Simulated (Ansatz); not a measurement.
Mg₂Sn (antifluorite type, space group Fm-3m)

```
CELL_PARAMETERS angstrom
      0.00000     3.40801     3.40801
      3.40801     0.00000     3.40801
      3.40801     3.40801     0.00000
ATOMIC_POSITIONS crystal
  Sn 0.00000 0.00000 0.00000
  Mg 0.25000 0.25000 0.25000
  Mg 0.75000 0.75000 0.75000
```

The slice is a {100} plane (indices of the conventional cell) through the point (0.750, 0.750, 0.750) (fractional), spanned by u = [100] and v = [0 1 -1] in vectors of this cell: u (4.82 Å) and v (4.82 Å, at 90° to u). It covers one period; positions are fractions (u, v).

Method: PBE (plane waves to 420 eV, PAW, scalar-relativistic; Ansatz, a first-principles code). k mesh 12×12×12. Inside the PAW spheres the values are not all-electron values, and peaks at nuclei hang on which shells count as valence. At this level the bands of Mg2Sn touch or barely overlap; measurements give the solid a gap. Mg2Sn was relaxed with its symmetry unable to fall. The PAW data are Ansatz's earlier set.

Problem. Sketch the electrostatic potential energy of an electron, from the cell's mean on this plane as a map.

Solution. 
```
|xxxxxx.=#%@@@@@@@@@%#=.xxxxx|
|xxxxxx:+#%@@@@@@@@@%#+:xxxxx|
|xxxxx -+#%@@@@@@@@@%#+- xxxx|
|xxxxx:=*%%@@@@@@@@@%%*=:xxxx|
|xxx :=*#%%%%%%%%%%%%%#*=: xx|
| ..-=*#%%%%##***##%%%%#*=-..|
|==++*#%%%#*++===++*#%%%#*++=|
|**##%%%%#*=-.. ..-=*#%%%%##*|
|%%%%%%%#*=: xxxxx :=*#%%%%%%|
|@@@@@%%*=:xxxxxxxxx:=*%%@@@@|
|@@@@@%#+- xxxxxxxxx -+#%@@@@|
|@@@@@%#+:xxxxxxxxxxx:+#%@@@@|
|@@@@@%#=.xxxxxxxxxxx.=#%@@@@|
|@@@@@%*= xxxxxxxxxxx =*%@@@@|
|@@@@@%#=.xxxxxxxxxxx.=#%@@@@|
|@@@@@%#+:xxxxxxxxxxx:+#%@@@@|
|@@@@@%#+- xxxxxxxxx -+#%@@@@|
|@@@@@%%*=:xxxxxxxxx:=*%%@@@@|
|%%%%%%%#*=: xxxxx :=*#%%%%%%|
|**##%%%%#*=-.. ..-=*#%%%%##*|
|==++*#%%%#*++===++*#%%%#*++=|
| ..-=*#%%%%##***##%%%%#*=-..|
|xxx :=*#%%%%%%%%%%%%%#*=: xx|
|xxxxx:=*%%@@@@@@@@@%%*=:xxxx|
|xxxxx -+#%@@@@@@@@@%#+- xxxx|
|xxxxxx:+#%@@@@@@@@@%#+:xxxxx|
|xxxxxx.=#%@@@@@@@@@%#=.xxxxx|
|xxxxxx =*%@@@@@@@@@%*= xxxxx|
```
Scale: ten equal steps from -1.84 (start of ' ') to 6.23 (end of '@'), in the order ' .:-=+*#%@'. Values: electrostatic potential energy of an electron, from the cell's mean, in eV. The map has 28 points along u (one character each, u = 0 at the left) and 28 along v (v = 0 in the bottom row). Points within 1 Å of a nucleus are blanked (x), as the pseudised field means little there. The zero, the cell's mean, hangs on the PAW cores.
